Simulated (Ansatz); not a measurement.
MoSe:
```
MoSe
1.0
    3.10694     0.00000     0.00000
    0.00000     3.10694     0.00000
    0.00000     0.00000     3.10694
Mo Se
1 1
Cartesian
  0.00000   0.00000   0.00000
  1.55347   1.55347   1.55347
```

This is the PBEsol-relaxed structure.

All from plane-wave PAW PBEsol (Ansatz code), unless another level is named. Give the bulk modulus (Birch–Murnaghan fit).

205 GPa.

Next, the highest zone-centre frequency?

18.9 meV.

Space group Pm-3m (CsCl type). A made-up cell: these elements were put on the sites of a structure type; neither database checked (COD, Materials Project) lists it. Its standing as an ambient phase is unchecked. The cell was relaxed with PBEsol under the symmetry of its start; whether a distortion lowers the energy is not shown. The run is not spin-polarised.

Potentials: the earlier of the program's two PAW sets. The files were generated under PBE; for other functionals the program regenerates the frozen cores, and for LDA and PBEsol the local potential too.
